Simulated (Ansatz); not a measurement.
# TiHg: stiffness from a series of strains

```xyz
2
Lattice="3.0090 0.0000 0.0000 0.0000 3.0090 0.0000 0.0000 0.0000 4.0410" Properties=species:S:1:pos:R:3 pbc="T T T"
Ti    1.5045    1.5045    2.0205
Hg    0.0000    0.0000    0.0000
```

Atom numbers follow the list: Ti1, Hg2.

The geometry is COD entry 1522697, unchecked; take it as a test cell.

Spin–orbit coupling is left out, though it moves levels of the heavy atoms by tenths of an eV or more.

All numbers below come from Ansatz 0.2.0, DFT, LDA, all-electron LAPW, scalar-relativistic.

The runs use a Γ-centred 14×14×10 k mesh, Fermi–Dirac smearing of 0.08 eV, basis error target 1 meV/atom, no spin polarisation.

The strain is applied along the Cartesian axes of the cell as listed (the other components stay zero). Fractional coordinates are held (clamped ions).

σ is the change of stress from the unstrained cell, which is at -6.65 GPa; tension is positive, so slopes are stress–strain coefficients at that pressure. In a metal the k mesh adds noise.

Only quantities that a quadratic follows smoothly over the whole series are listed; rougher ones are left out.

```
εxx = εyy  σzz (GPa)  σxx (GPa)
  -0.0200      -3.96      -4.80
  -0.0100      -1.89      -2.25
   0.0000       0.00       0.00
   0.0200       3.26       3.73
```

(1) Fit the series and read off the stiffness at zero strain.

(2) One run, at εxx = εyy = 0.0100, is withheld. Predict its row.

Answers

(1) Least-squares fits y = p0 + p1 x + p2 x² to the rows give σzz (GPa): p1 = 180, p2 = -880; σxx (GPa): p1 = 213, p2 = -1400. So C13 + C23 = 180 GPa and C11 + C12 = 213 GPa, for these axes.

(2) The fits give 1.72, 2.00; the run gave 1.71, 1.99.
